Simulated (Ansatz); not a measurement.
SrTe (rock salt, Fm-3m) under volume change, the program Ansatz at the r²SCAN level (PAW), scaled uniformly.

```
V (Å³/atom)  E − E(relaxed) (meV/atom)  P (GPa)
-----------  -------------------------  -------
34.301                            39.3     4.02
35.432                            16.5     2.47
36.563                             3.9     1.14
37.694                             0.0     0.00
38.824                             3.5    -0.97
39.955                            13.3    -1.80
41.086                            28.6    -2.51
```

Task: What does a third-order Birch–Murnaghan fit give for V₀, B₀ and B′?

Result: V₀ = 37.70 Å³/atom, B₀ = 34.9 GPa, B′ = 4.2.

Symmetry was held in the r²SCAN relaxation. Scalar-relativistic: spin–orbit coupling is off unless named, which matters more the heavier the elements.

Potentials: the later of the program's two PAW sets.
